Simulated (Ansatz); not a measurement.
A geometry of SiS2 away from equilibrium: the start of the relaxation of a generated cell, SiS2 placed in the cotunnite structure type. Level of theory: r2SCAN (plane waves to 500 eV, PAW, scalar-relativistic; Ansatz, a quantum-chemistry and plane-wave program). Γ-centred k-mesh 3×5×3 on the run's cell (coarser than for final values), Fermi–Dirac smearing 0.05 eV.

```xyz
12
Lattice="6.1026 0.0000 0.0000 0.0000 3.6311 0.0000 0.0000 0.0000 7.2437" Properties=species:S:1:pos:R:3 pbc="T T T"
Si     4.5019     0.9078     4.3165
Si     1.4506     0.9078     6.5490
Si     1.6007     2.7233     2.9272
Si     4.6520     2.7233     0.6947
S      3.8142     0.9078     6.6765
S      0.7628     0.9078     4.1890
S      2.2885     2.7233     0.5672
S      5.3398     2.7233     3.0547
S      3.1746     0.9078     2.4411
S      0.1233     0.9078     1.1807
S      2.9280     2.7233     4.8026
S      5.9794     2.7233     6.0630
```

**Question.** Which atoms carry the largest force, and which way does it point?

**Answer.** 1.91 eV/Å, on S5, S6, S7, S8 (atoms numbered as listed); on S8 its components are (-1.67, 0.00, -0.94).

**Question.** What is the pressure?

**Answer.** +20.2 GPa, compression positive.

**Question.** How much energy per atom can still be gained by relaxing?

**Answer.** 1.15 eV/atom; the path ends in Cmce (No. 64).

No spin polarisation in the result. Without a van der Waals term the distances between weakly bound units are poorly fixed.

The run could not lose the symmetry of its start: the end is stationary, and may be a saddle point rather than a minimum.

The end of the path is a generated cell of SiS2: the first start was made by placing the elements on the sites of a structure type, and the end was not matched to a known phase here, so it may be hypothetical.
